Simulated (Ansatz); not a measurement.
Stationary points along a deformation path in TeRh

Method: DFT PBEsol, scalar-relativistic, plane waves, PAW (Ansatz). The runs took a 420 eV cutoff, a Γ-centred 18×18×10 mesh and Gaussian smearing (0.15 eV). No spin polarisation. Energies are free energies at this smearing, counted from the undisturbed cell; pressure is positive in compression.

The starting cell (as given, not relaxed at this level; it stands at -0.2 GPa, and it needn't be the usual structure):

```yaml
crystal:
  lattice:
    - [3.99000, 0.00000, 0.00000]
    - [-1.99500, 3.45544, 0.00000]
    - [0.00000, 0.00000, 5.66000]
  atoms:
    - { symbol: Te, position: [0.33333, 0.66667, 0.25000] }
    - { symbol: Te, position: [0.66667, 0.33333, 0.75000] }
    - { symbol: Rh, position: [0.00000, 0.00000, 0.00000] }
    - { symbol: Rh, position: [0.00000, 0.00000, 0.50000] }
```

At fixed volume and fractional coordinates, lengths along (0.000, 0.000, 1.000) are scaled against those across it; ρ is that ratio over its starting value. V = 19.509 Å³/atom. Δσ is the stress along the axis less the mean stress across it (compression positive).

| ρ | ΔE (meV/atom) | Δσ (GPa) | space group |
| --- | --- | --- | --- |
| 0.800 | 284.0 | 33.00 | P6_3/mmc |
| 0.850 | 138.4 | 24.85 | P6_3/mmc |
| 0.920 | 26.2 | 10.35 | P6_3/mmc |
| 0.960 | 2.5 | 3.55 | P6_3/mmc |
| 1.000 | 0.0 | -1.84 | P6_3/mmc |
| 1.050 | 16.7 | -6.24 | P6_3/mmc |
| 1.100 | 45.1 | -8.43 | P6_3/mmc |
| 1.200 | 110.4 | -10.38 | P6_3/mmc |
| 1.300 | 181.2 | -10.92 | P6_3/mmc |

**Question.** How does the stress give the slope of the energy, and where is the energy stationary?

**Answer.** Along the path d ln(length) is 2/3 d ln ρ on the axis and −1/3 d ln ρ across it, so dE/d ln ρ = −(2/3) V Δσ: the energy falls with ρ where Δσ is positive. Δσ vanishes or changes sign between ρ = 0.960 and 1.000, a minimum (near 0.99 by linear interpolation). Pairs of stationary points between two samples would go unseen, and could change a minimum read from distant neighbours into a maximum.

**Question.** Integrate that slope from ρ = 1 to 1.200 by the trapezoid rule.

**Answer.** With V/N in Å³ and 1 eV/Å³ = 160.2 GPa the slopes at ρ = 1.000, 1.050, 1.100, 1.200 are 149, 506, 684, 842 meV/atom per unit of ln ρ. The steps add 16.0 + 27.7 + 66.4 = 110.1 meV/atom, against 110.4 from the energies; the trapezoid rule misses the curvature of the slope within each step.

In a metal these slopes depend on the k mesh and the smearing.

Cost: 9 runs of about 5 core-minutes in all, on Arm Neoverse V2 (shared hosts).